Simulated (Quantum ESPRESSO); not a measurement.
pw.x input (Quantum ESPRESSO 7.5; PBEsol, PseudoDojo standard norm-conserving files, scalar-relativistic):

```
&CONTROL
  calculation = 'scf'
  pseudo_dir = './pseudo'
  outdir = './out'
  tprnfor = .true.
  tstress = .true.
/
&SYSTEM
  ibrav = 0
  nat = 2
  ntyp = 2
  ecutwfc = 84.0
  ecutrho = 336.0
  occupations = 'smearing'
  smearing = 'fd'
  degauss = 0.005
  nbnd = 23
/
&ELECTRONS
  conv_thr = 2e-10
/
ATOMIC_SPECIES
Zn 65.3800 Zn.upf
Pt 195.0840 Pt.upf
CELL_PARAMETERS angstrom
  2.850860000000   0.000000000000   0.000000000000
  0.000000000000   2.850860000000   0.000000000000
  0.000000000000   0.000000000000   3.494560000000
ATOMIC_POSITIONS crystal
Zn   0.500000000000   0.500000000000   0.500000000000
Pt   0.000000000000   0.000000000000   0.000000000000
K_POINTS automatic
16 16 12 0 0 0
```

End of the output:

```
     total energy              =    -679.03003183 Ry
     estimated scf accuracy    <       0.00000051 Ry
     total energy              =    -679.03003189 Ry
     estimated scf accuracy    <       0.00000002 Ry
     total energy              =    -679.03003190 Ry
     estimated scf accuracy    <          2.2E-09 Ry
[...]
     the Fermi energy is    20.2459 ev
!    total energy              =    -679.03003190 Ry
     estimated scf accuracy    <          4.6E-11 Ry
     smearing contrib. (-TS)   =      -0.00050843 Ry
     internal energy E=F+TS    =    -679.02952346 Ry
     The total energy is F=E-TS. E is the sum of the following terms:
     one-electron contribution =    -303.09739914 Ry
     hartree contribution      =     172.26602662 Ry
     xc contribution           =     -91.87066341 Ry
     ewald contribution        =    -456.32748753 Ry
     convergence has been achieved in   9 iterations
     Forces acting on atoms (cartesian axes, Ry/au):
     atom    1 type  1   force =     0.00000000    0.00000000    0.00000000
     atom    2 type  2   force =     0.00000000    0.00000000    0.00000000
     Total force =     0.000000     Total SCF correction =     0.000000
     Computing stress (Cartesian axis) and pressure
          total   stress  (Ry/bohr**3)                   (kbar)     P=      -37.10
  -0.00026216   0.00000000   0.00000000          -38.57        0.00        0.00
   0.00000000  -0.00026216   0.00000000            0.00      -38.57        0.00
   0.00000000   0.00000000  -0.00023227            0.00        0.00      -34.17
```

Spin-orbit coupling is not included.

Geometry of the Materials Project entry, not relaxed at this level.
